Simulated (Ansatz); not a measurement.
The start is a relaxed Al2Au cell deformed by the Cartesian strain tensor (xx, yy, zz, yz, xz, xy) = (0.037, 0.041, -0.028, -0.065, -0.064, 0.030). Cell shape, volume and atoms are optimised at zero target pressure with PBEsol (plane waves to 420 eV, PAW, scalar-relativistic; Ansatz, a first-principles code). The first steps use a coarse 10×9×8 k-mesh.

Initial structure:
```
CELL_PARAMETERS angstrom
     -0.10054     2.93058     2.72350
      2.92158    -0.10354     2.72651
      3.20218     3.21419    -0.38414
ATOMIC_POSITIONS crystal
  Al 0.25000 0.25000 0.25000
  Al 0.75000 0.75000 0.75000
  Au 0.00000 0.00000 0.00000
```

### Question
How much energy is released per atom?

### Answer
0.15 eV/atom.

### Question
How does the volume change?

### Answer
-3.9 %, from 18.74 to 18.02 Å³/atom.

### Question
How do the shortest distances between atoms change?

### Answer
The closest pairs of elements (up to four, under 3.6 Å), start → end: Al–Au 2.48 → 2.60 Å; Al–Al 2.93 → 3.00 Å.

### Question
What band gap does the relaxed structure have at this level?

### Answer
Zero (metallic).

Final values are on a 13×13×13 k-mesh of the relaxed cell. No spin polarisation in the result.

The run could not lose the symmetry of its start.
